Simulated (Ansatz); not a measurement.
Te₃Pt₂:
```
CELL_PARAMETERS angstrom
      3.48170     2.01003     0.00000
     -3.48170     2.01003     0.00000
     -2.32264     0.00000    17.75767
ATOMIC_POSITIONS crystal
  Te 0.24488 0.75512 0.73404
  Te 0.75512 0.24488 0.26596
  Te 0.96344 0.03656 0.89040
  Te 0.03656 0.96344 0.10960
  Te 0.85985 0.14015 0.57908
  Te 0.14015 0.85985 0.42092
  Pt 0.55208 0.44792 0.65578
  Pt 0.44792 0.55208 0.34422
  Pt 0.34715 0.65285 0.04138
  Pt 0.65285 0.34715 0.95862
```

Relaxed with r²SCAN. Special points in fractions of this cell's reciprocal vectors: Γ (0.000, 0.000, 0.000); C (0.335, 0.335, 0.000); C2 (-0.335, 0.665, 0.000); Y2 (-0.500, 0.500, 0.000); M2 (-0.500, 0.500, 0.500); D (-0.330, 0.670, 0.500); D2 (0.330, 0.330, 0.500); A (0.000, 0.000, 0.500); L2 (0.000, 0.500, 0.500); V2 (0.000, 0.500, 0.000).

Q: List the band energies nearest the Fermi level at these points for the program Ansatz at the r²SCAN level (PAW).

A: In eV from the Fermi level; about four levels below and three above (degenerate sets whole), none deeper than 8.9 eV; points with the same levels are listed once.

```json
[
 {"k": "Γ", "below": "-0.83 -0.83 -0.63 -0.60 -0.60", "above": "0.82 0.82 1.04"},
 {"k": "C", "below": "-2.07 -1.33 -1.17 -1.15", "above": "0.30 0.55 1.12"},
 {"k": "Y2", "below": "-1.93 -1.49 -1.08 -0.34", "above": "0.87 1.24 1.34"},
 {"k": "M2", "below": "-1.78 -1.47 -1.46 -0.16", "above": "0.70 1.00 1.55"},
 {"k": "D", "below": "-2.08 -1.32 -1.20 -1.12", "above": "0.30 0.54 1.14"},
 {"k": "A", "below": "-0.82 -0.82 -0.61 -0.61", "above": "0.21 0.43 0.86 0.86"},
 {"k": "L2", "below": "-1.93 -1.50 -1.08 -0.34", "above": "0.87 1.24 1.34"}
]
```

Space group R-3m. The workflow started from a Materials Project entry (that database holds measured and hypothetical structures alike); the Crystallography Open Database files this formula in space group No. 166, but the cells were not matched. Its standing as an ambient phase is unchecked. The r²SCAN relaxation kept the symmetry of its start; its stability against distortions is not shown here. The run is not spin-polarised. A crystal of weakly bound layers computed without a dispersion correction: the cell and the soft elastic constants depend strongly on that. Point labels and valley counts follow the cell and symmetry of the run, lower than the named group. Spin–orbit coupling is left out wherever it is not named.

Potentials: the earlier of the program's two PAW sets.
